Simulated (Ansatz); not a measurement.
HfN:
```cif
data_Hf4N4
_chemical_formula_sum 'N4 Hf4'
_space_group_name_H-M_alt 'Fm-3m'
_space_group_IT_number 225
_space_group_name_Hall '-F 4 2 3'
_cell_length_a 4.50168
_cell_length_b 4.50168
_cell_length_c 4.50168
_cell_angle_alpha 90.000
_cell_angle_beta 90.000
_cell_angle_gamma 90.000
loop_
_atom_site_label
_atom_site_type_symbol
_atom_site_symmetry_multiplicity
_atom_site_Wyckoff_symbol
_atom_site_fract_x
_atom_site_fract_y
_atom_site_fract_z
_atom_site_occupancy
N1 N 4 a 0.00000 0.00000 0.00000 1
Hf1 Hf 4 b 0.50000 0.50000 0.50000 1
```
(The calculation used a cell of 2 atoms; values per cell refer to that cell.)

Relaxed with PBEsol in the plane-wave PAW code Ansatz. Indices refer to the conventional cell of Fm-3m, a = b = c = 4.5017 Å, α = β = γ = 90.00°.

### Question
Simulate the powder diffraction pattern (Cu Kα, λ = 1.54184 Å; lines above 1 %) up to 2θ = 90°.

### Answer
Simulated powder pattern, Cu Kα, λ = 1.54184 Å (kinematic, ideal powder, no thermal factors, no anomalous dispersion; the 30 strongest lines at most, above 1 %, up to 2θ = 90°):

```json
[
 {"2θ (°)": "34.51", "d (Å)": "2.599", "I/Imax (%)": "100", "hkl": "(111)"},
 {"2θ (°)": "40.06", "d (Å)": "2.251", "I/Imax (%)": "68", "hkl": "(200)"},
 {"2θ (°)": "57.94", "d (Å)": "1.592", "I/Imax (%)": "46", "hkl": "(220)"},
 {"2θ (°)": "69.22", "d (Å)": "1.357", "I/Imax (%)": "44", "hkl": "(311)"},
 {"2θ (°)": "72.77", "d (Å)": "1.300", "I/Imax (%)": "16", "hkl": "(222)"},
 {"2θ (°)": "86.47", "d (Å)": "1.125", "I/Imax (%)": "7.7", "hkl": "(400)"}
]
```

The cell was relaxed with PBEsol under the symmetry of its start. No spin polarisation was allowed. Scalar-relativistic: spin–orbit coupling is off unless named, which matters more the heavier the elements.

Potentials: the later of the program's two PAW sets.
